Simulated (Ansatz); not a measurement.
Consider the following.

ZnCu:
```cif
data_CuZn
_chemical_formula_sum 'Cu1 Zn1'
_space_group_name_H-M_alt 'P 1'
_space_group_IT_number 1
_cell_length_a 2.90800
_cell_length_b 2.90800
_cell_length_c 2.90800
_cell_angle_alpha 90.000
_cell_angle_beta 90.000
_cell_angle_gamma 90.000
loop_
_space_group_symop_operation_xyz
  'x, y, z'
loop_
_atom_site_label
_atom_site_type_symbol
_atom_site_fract_x
_atom_site_fract_y
_atom_site_fract_z
_atom_site_occupancy
Cu1 Cu 0.00000 0.00000 0.00000 1
Zn1 Zn 0.50000 0.50000 0.50000 1
```

This is the PBEsol-relaxed structure.

Question: All from PBEsol (plane waves, PAW; program Ansatz), unless another level is named. Give the formation energy from the elements (no fitted shifts).

Answer: -0.10 eV/atom.

Question: What about the density of states at the Fermi level?

Answer: 0.25 states/eV per atom (mean over ±0.08 eV).

Space group Pm-3m (CsCl type). The cell was relaxed with PBEsol under the symmetry of its start; of distortions, only those at the zone centre were tested. No spin polarisation was allowed. The references are the lowest solids computed at this level, not always the standard phases.

Potentials: the later of the program's two PAW sets.
